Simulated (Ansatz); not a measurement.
A distorted cell of PtSe₂ (CdI2 type):

```
CELL_PARAMETERS angstrom
      3.77243     0.00000     0.00000
     -1.88622     3.26702     0.00000
      0.00000     0.00000     4.81683
ATOMIC_POSITIONS crystal
  Pt 0.95925 0.80716 0.00000
  Se 0.66667 0.33333 0.26563
  Se 0.33333 0.66667 0.73437
```

The numbers are results of PBE-D3(BJ) (plane waves to 420 eV, PAW, scalar-relativistic; Ansatz, a quantum-chemistry and plane-wave program), not measurements. k mesh 11×11×8 (Γ-centred), Fermi-Dirac smearing 0.05 eV. The energy includes the smearing's −TS. Compression counts positive. With partly filled bands, energies and forces of such displacements shift with the k mesh and the smearing. PtSe2 is run without spin polarisation. PtSe2 was relaxed with its symmetry unable to fall. Spin-orbit coupling is left out, though Pt is heavy. The PAW data are Ansatz's earlier set.

### Question
What forces act on the atoms (eV/Å, Cartesian)?

### Answer
```
atom      Fx      Fy      Fz
----  ------  ------  ------
Pt1   -2.684   9.795  -2.907
Se2   -0.760  -7.916   6.118
Se3    3.444  -1.879  -3.211
```

### Question
Give the stress tensor in GPa and the pressure.

### Answer
```
   20.5     -0.4    -15.5
   -0.4     32.9    -22.0
  -15.5    -22.0     32.0
```
The pressure, a third of the trace, is 28.4 GPa.

### Question
In it atom 1 sits (0.210, -0.630, 0.000) Å away from its relaxed site. What is its energy relative to the relaxed cell?

### Answer
3242 meV/cell.

(A displaced cell: forces are minus the slopes of the energy, force constants its curvatures, and phonons follow from these.)
